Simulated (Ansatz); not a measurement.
# Si₃N₄ (P6_3/m) under strain

Si₃N₄ (P6_3/m) from a database structure, relaxed with r2SCAN in the PAW code Ansatz. The symmetry is P6_3/m (No. 176, hexagonal); conventional cell a = 7.606 Å, c = 2.906 Å, 10.40 Å³ an atom. Si has 4 N at 1.73–1.74 Å; N has 3 Si at 1.73 Å; N has 3 Si at 1.73–1.74 Å.

The axes x, y and z are those of this cell:
```xyz
14
Lattice="7.6057 0.0000 0.0000 -3.8028 6.5867 0.0000 0.0000 0.0000 2.9056" Properties=species:S:1:pos:R:3 pbc="T T T"
Si   -1.3817    5.4312    2.1792
Si    2.2113    1.5190    0.7264
Si    4.0127    3.9122    0.7264
Si   -0.2098    2.6745    2.1792
Si    1.5916    5.0677    2.1792
Si    5.1846    1.1555    0.7264
N     0.0000    4.3911    2.1792
N     3.8028    2.1956    0.7264
N     4.8212    4.4110    2.1792
N    -1.4094    6.3808    0.7264
N     2.4278    4.6169    0.7264
N     1.3750    1.9698    2.1792
N    -1.0184    2.1757    0.7264
N     5.2123    0.2059    2.1792
```

Unstrained: The PBE gap is indirect, 4.334 eV (Γ–A (0.34 of the way from Γ) to Γ), below the direct gap of 4.538 eV at Γ. r2SCAN gives an indirect gap of 4.990 eV, from Γ–A (0.34 of the way from Γ) to Γ; the least direct gap is 5.204 eV at Γ. With HSE06 the valence top lies at Γ–A (0.34 of the way from Γ) and the conduction bottom at Γ, 5.774 eV higher; the smallest vertical gap, at Γ, is 6.006 eV. Meshes: PBE 6×6×8, r2SCAN 6×6×8, HSE06 3×3×6. Strains are changes of length per length. After each strain the atoms were relaxed again with r2SCAN within the symmetry that the strain leaves, so tilts or polar shifts that break it weren't tested; points keep the names that they have in the unstrained zone. No spin polarisation and no zero-point or thermal motion.

Changes of the least gap in eV (an overlap counts as a negative gap):
```json
{"strain": "isotropic -3.0 % on every length", "volume change (%)": "-8.7", "space group": "P6_3/m", "PBE": "+0.358", "r2SCAN": "+0.386", "HSE06": "+0.377", "energy rise, r2SCAN (meV/atom)": "72.9"}
{"strain": "isotropic -2.0 % on every length", "volume change (%)": "-5.9", "space group": "P6_3/m", "PBE": "+0.239", "r2SCAN": "+0.258", "HSE06": "+0.251", "energy rise, r2SCAN (meV/atom)": "31.5"}
{"strain": "isotropic -1.0 % on every length", "volume change (%)": "-3.0", "space group": "P6_3/m", "PBE": "+0.119", "r2SCAN": "+0.129", "HSE06": "+0.126", "energy rise, r2SCAN (meV/atom)": "7.7"}
{"strain": "isotropic +1.0 % on every length", "volume change (%)": "+3.0", "space group": "P6_3/m", "PBE": "-0.120", "r2SCAN": "-0.129", "HSE06": "-0.126", "energy rise, r2SCAN (meV/atom)": "7.2"}
{"strain": "isotropic +2.0 % on every length", "volume change (%)": "+6.1", "space group": "P6_3/m", "PBE": "-0.240", "r2SCAN": "-0.258", "HSE06": "-0.252", "energy rise, r2SCAN (meV/atom)": "28.2"}
{"strain": "isotropic +3.0 % on every length", "volume change (%)": "+9.3", "space group": "P6_3/m", "PBE": "-0.434", "r2SCAN": "-0.542", "HSE06": "-0.406", "energy rise, r2SCAN (meV/atom)": "61.6"}
```

Isotropic -3.0 % on every length. HSE06: the gap goes from 5.774 to 6.151 eV (+0.377 eV); the edges go from Γ–A (0.34) → Γ to Γ–A (0.31) → Γ. Stress change with r2SCAN, compression positive: xx +26.97, yy +26.97, zz +28.90 GPa.

Isotropic -2.0 % on every length. HSE06: the gap goes from 5.774 to 6.025 eV (+0.251 eV); the edges go from Γ–A (0.34) → Γ to Γ–A (0.32) → Γ. Stress change with r2SCAN, compression positive: xx +16.93, yy +16.93, zz +18.08 GPa.

Isotropic -1.0 % on every length. HSE06: the gap goes from 5.774 to 5.900 eV (+0.126 eV); the edges go from Γ–A (0.34) → Γ to Γ–A (0.33) → Γ. Stress change with r2SCAN, compression positive: xx +7.96, yy +7.96, zz +8.49 GPa.

Isotropic +1.0 % on every length. HSE06: the gap goes from 5.774 to 5.648 eV (-0.126 eV). Stress change with r2SCAN, compression positive: xx -7.05, yy -7.05, zz -7.48 GPa. For HSE06, dE_g/d ln V = -4.2 eV over this step.

Isotropic +2.0 % on every length. HSE06: the gap goes from 5.774 to 5.522 eV (-0.252 eV); the edges go from Γ–A (0.34) → Γ to Γ–A (0.35) → Γ. Stress change with r2SCAN, compression positive: xx -13.26, yy -13.26, zz -14.06 GPa.

Isotropic +3.0 % on every length. HSE06: the gap goes from 5.774 to 5.368 eV (-0.406 eV); the edges go from Γ–A (0.34) → Γ to Γ–A (0.36) → Γ. Stress change with r2SCAN, compression positive: xx -18.71, yy -18.71, zz -19.81 GPa.

Where an edge lies off the special points, it is a point of the mesh or the k point where a search put PBE's edge or least direct gap, reused for the other functionals, whose own edges may lie a little apart.

The meshes of the hybrids are coarse, so their gaps aren't converged to the digits shown.
